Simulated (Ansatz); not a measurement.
The calculation used DFT PBE, scalar-relativistic, plane waves, PAW in Ansatz 0.2.0. The final run on the 8-atom cell used 420 eV, a Γ-centred 8×8×8 mesh, 0.10 eV smearing and collinear spin.

Formation energies are uncorrected and count from the elements' standard states at the same level.

Q: Give a relaxed trial structure of a cubic metal that holds F and 2 more elements, with a formation energy near −2.45 eV/atom, a density near 3.84 g/cm³ and a net moment near 0.1 μB per atom, in a cell of 8 atoms.

A: TlWF6, space group Fm-3m (No. 225). Around Tl lie 6 F at 2.86 Å (long contacts); around W lie 6 F at 1.91 Å; F is surrounded by 1 W at 1.91 Å, 4 F at 2.71 Å and 1 Tl at 2.86 Å.

```cif
data_structure
_symmetry_space_group_name_H-M 'P 1'
_symmetry_Int_Tables_number 1
_cell_length_a 6.7481
_cell_length_b 6.7481
_cell_length_c 6.7481
_cell_angle_alpha 60.000
_cell_angle_beta 60.000
_cell_angle_gamma 60.000
_cell_volume 217.29
loop_
_atom_site_label
_atom_site_type_symbol
_atom_site_fract_x
_atom_site_fract_y
_atom_site_fract_z
_atom_site_occupancy
Tl1 Tl 0.50000 0.50000 0.50000 1
W1 W 0.00000 0.00000 0.00000 1
F1 F 0.79946 0.20054 0.20054 1
F2 F 0.20054 0.79946 0.79946 1
F3 F 0.20054 0.79946 0.20054 1
F4 F 0.79946 0.20054 0.79946 1
F5 F 0.20054 0.20054 0.79946 1
F6 F 0.79946 0.79946 0.20054 1
```

* Volume per atom: 27.16 Å³
* Density: 3.84 g/cm³
* Energy over the elements: −2.45 eV/atom
* Gap on the 8×8×8 mesh of the 8-atom cell: 0 eV (a metal)
* Net moment per atom: 0.12 μB
* Moment by site: W 0.4 μB

The cell was found from a structure generator's guess, not taken from experiment. Other answers may fit too; this one was computed.

No dispersion correction is applied, so the spacing and binding between layers, chains or molecules are poorly described. These runs have no spin–orbit coupling, which can matter for Tl and W. Another magnetic order may lie lower. A structure relaxed within its symmetry needn't be a true minimum. Site moments count only spheres around the atoms; the net moment includes the space between them.
